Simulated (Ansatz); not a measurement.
LiTaO$_{3}$:
```
CELL_PARAMETERS angstrom
      3.91993     0.00000     0.00000
      0.00000     3.91993     0.00000
      0.00000     0.00000     4.00237
ATOMIC_POSITIONS crystal
  Ta 0.50000 0.50000 0.40910
  Li 0.00000 0.00000 0.15094
  O  0.50000 0.50000 0.86630
  O  0.50000 0.00000 0.33983
  O  0.00000 0.50000 0.33983
```

Relaxed with PBEsol.

Question: Give the optical modes at the zone centre with their infrared activity from DFPT, PBEsol in the plane-wave PAW code Ansatz.

Answer: Transverse frequencies, without the LO–TO term; a row sums one degenerate level.

| ω (cm⁻¹) | degeneracy | IR ((D/Å)²/amu) | activity | symmetry |
|---|---|---|---|---|
| 186 | 2 | 61.60 | IR | E |
| 207 | 2 | 0.76 | IR | E |
| 216 | 1 | 1.82 | IR | A1 |
| 266 | 1 | 0.00 | IR-inactive | B1 |
| 301 | 2 | 2.73 | IR | E |
| 310 | 1 | 18.57 | IR | A1 |
| 606 | 2 | 66.03 | IR | E |
| 694 | 1 | 33.12 | IR | A1 |

Question: How high does the top mode go among those that the LO–TO term moves?

Answer: 867 cm⁻¹ for q along x, 867 cm⁻¹ for q along y, 907 cm⁻¹ for q along z.

Space group P4mm. The start of the workflow was typed in or built on a structure type; neither database checked (COD, Materials Project) lists it. It is not the phase usual at ambient conditions (space group No. 161). The PBEsol relaxation kept the symmetry of its start. At this level the phase is dynamically unstable (imaginary phonons). No spin polarisation was allowed. Spin–orbit coupling is left out wherever it is not named.

Potentials: the later of the program's two PAW sets.
